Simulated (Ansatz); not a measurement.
**Ansatz 0.2.0, relaxation: YbNbPt**

Run with:

```bash
ansatz run input.yaml --threads 2 --pin off --max-ram 2560MiB --backend cpu --events-out ev --progress --plain --runs-dir out
```

Input:

```yaml
crystal:
  lattice:
    - [6.698962, 0.0, 0.0]
    - [0.0, 3.988448, 0.0]
    - [0.0, 0.0, 7.686409]
  atoms:
    - { symbol: Nb, position: [0.0264, 0.25, 0.1687] }
    - { symbol: Nb, position: [0.4736, 0.75, 0.6687] }
    - { symbol: Nb, position: [0.5264, 0.25, 0.3313] }
    - { symbol: Nb, position: [0.9736, 0.75, 0.8313] }
    - { symbol: Pt, position: [0.1506, 0.25, 0.5637] }
    - { symbol: Pt, position: [0.3494, 0.75, 0.0637] }
    - { symbol: Pt, position: [0.6506, 0.25, 0.9363] }
    - { symbol: Pt, position: [0.8494, 0.75, 0.4363] }
    - { symbol: Yb, position: [0.7706, 0.25, 0.6308] }
    - { symbol: Yb, position: [0.7294, 0.75, 0.1308] }
    - { symbol: Yb, position: [0.2706, 0.25, 0.8692] }
    - { symbol: Yb, position: [0.2294, 0.75, 0.3692] }
kpoints:
  mp_grid: { grid: [3, 6, 3], shift: [0, 0, 0] }
magnetization:
  spin_polarized: false
scf:
  occupations: { method: methfessel_paxton, width: 0.2058 }
  lower_state_search: "off"
hamiltonian:
  pseudopotentials: { kind: paw }
  xc: r2scan
basis:
  ecutwfc: 500
  fft_grid_basis: typed
relax:
  max_steps: 40
  cell: { p_target: 5.0 }
output:
  forces: true
  stress: true
  eigenvalues: true
  bader: true
  populations: true
  elf: true
  write_potential: true
  volumetric_format: npy
  dos:
    e_range: [-12, 8]
    de: 0.05
    projected: { site_lists: { Nb: [Nb], Pt: [Pt], Yb: [Yb] } }
  write_density: true
checkpoint:
  read: saved_state
```

Origin of the cell: a known structure type with other elements, at an estimated volume, so it need not be a known compound.

The saved state is a converged single point of the same cell.

Steps («new basis» is an SCF on plane waves selected anew at the same cell):

| step | ΔH (meV/atom) | max force component (eV/Å) | P (GPa) | volume (Å³) | SCF iterations | step was |
| --- | --- | --- | --- | --- | --- | --- |
| 1 | 0.0 | 0.385 | 26.19 | 205.37 | 13 | accepted |
| 2 | -131.8 | 0.371 | 2.68 | 234.94 | 18 | accepted |
| 3 | -160.6 | 0.545 | 4.64 | 233.28 | 17 | accepted |
| 4 | -225.7 | 0.783 | 5.89 | 235.19 | 16 | accepted |
| 5 | -346.2 | 0.668 | 9.43 | 238.29 | 18 | accepted |
| 6 | -480.7 | 1.337 | 8.23 | 246.67 | 23 | accepted |
| 7 | -600.5 | 0.767 | 3.11 | 252.42 | 26 | accepted |
| 8 | -667.3 | 0.320 | 4.05 | 242.83 | 21 | accepted |
| 9 | -685.1 | 0.218 | 6.91 | 233.07 | 14 | accepted |
| 10 | -681.4 | 0.260 | 2.23 | 238.41 | 19 | rejected |
| 11 | -688.9 | 0.087 | 5.08 | 234.55 | 21 | accepted |
| 12 | -689.1 | 0.071 | 4.86 | 234.62 | 15 | accepted |
| 13 | -689.4 | 0.023 | 4.91 | 234.08 | 17 | accepted |
| 14 | -699.0 | 0.096 | 5.87 | 228.88 | 14 | accepted |
| 15 | -690.2 | 1.116 | 9.16 | 222.26 | 15 | rejected |
| 16 | -712.1 | 0.147 | 4.75 | 228.53 | 22 | accepted |
| 17 | -730.5 | 0.188 | 5.22 | 226.29 | 14 | accepted |
| 18 | -737.2 | 0.397 | 6.90 | 222.62 | 15 | accepted |
| 19 | -755.6 | 0.277 | 6.26 | 223.58 | 16 | accepted |
| 20 | -758.7 | 0.196 | 4.32 | 225.45 | 15 | accepted |
| 21 | -760.6 | 0.061 | 4.59 | 225.41 | 16 | accepted |
| 22 | -760.8 | 0.032 | 5.74 | 223.83 | 12 | accepted |
| 23 | -760.9 | 0.016 | 4.97 | 224.93 | 14 | accepted |
| 24 | -761.0 | 0.005 | 5.00 | 224.87 | 12 | accepted |
| 25 | -770.4 | 0.004 | 5.72 | 224.87 | 13 | new basis |
| 26 | -770.8 | 0.068 | 4.53 | 226.38 | 13 | accepted |
| 27 | -771.1 | 0.018 | 5.00 | 225.62 | 12 | accepted |
| 28 | -771.2 | 0.003 | 5.01 | 225.65 | 10 | accepted |
| 29 | -771.2 | 0.003 | 5.01 | 225.65 | 9 | new basis |

Before:

Space group Pnma (No. 62); the run's cell has a = 6.699 Å, b = 3.988 Å, c = 7.686 Å, α = 90.00°, β = 90.00°, γ = 90.00°. Shortest distances: Pt–Yb 2.48 Å, Nb–Yb 2.82 Å, Pt–Pt 3.00 Å, Nb–Pt 3.05 Å, Nb–Nb 3.29 Å.

The relaxed structure.

Space group Pnma (No. 62); the run's cell has a = 8.066 Å, b = 2.830 Å, c = 9.887 Å, α = 90.00°, β = 90.00°, γ = 90.00°. Shortest distances: Pt–Yb 2.76 Å, Nb–Nb 2.83 Å, Pt–Pt 2.83 Å, Yb–Yb 2.83 Å, Nb–Pt 2.85 Å, Nb–Yb 3.03 Å.

```yaml
crystal:
  lattice:
    - [8.06567, 0.00000, 0.00000]
    - [0.00000, 2.82958, 0.00000]
    - [0.00000, 0.00000, 9.88699]
  atoms:
    - { symbol: Nb, position: [0.04263, 0.25000, 0.12491] }
    - { symbol: Nb, position: [0.45737, 0.75000, 0.62491] }
    - { symbol: Nb, position: [0.54263, 0.25000, 0.37509] }
    - { symbol: Nb, position: [0.95737, 0.75000, 0.87509] }
    - { symbol: Pt, position: [0.15307, 0.25000, 0.68186] }
    - { symbol: Pt, position: [0.34693, 0.75000, 0.18186] }
    - { symbol: Pt, position: [0.65307, 0.25000, 0.81814] }
    - { symbol: Pt, position: [0.84693, 0.75000, 0.31814] }
    - { symbol: Yb, position: [0.82550, 0.25000, 0.57729] }
    - { symbol: Yb, position: [0.67450, 0.75000, 0.07729] }
    - { symbol: Yb, position: [0.32550, 0.25000, 0.92271] }
    - { symbol: Yb, position: [0.17450, 0.75000, 0.42271] }
```

- Enthalpy lowered by: 771.2 meV/atom
- Volume change: 9.87 %
- Final pressure: 5.01 GPa
- Relaxation steps listed: 29

Caveats: f shells without a U or exact exchange are poorly placed; no spin polarisation, so a magnetic state may lie lower; no spin-orbit coupling, though heavy elements are present; the k mesh is coarse if the cell is a metal; the relaxation held the start's symmetry, so the end may be a saddle point; wide smearing.

It ran for 36 min on 2 threads of Arm Neoverse V1, on a shared host, peak memory 1.4 GiB, from a saved density.
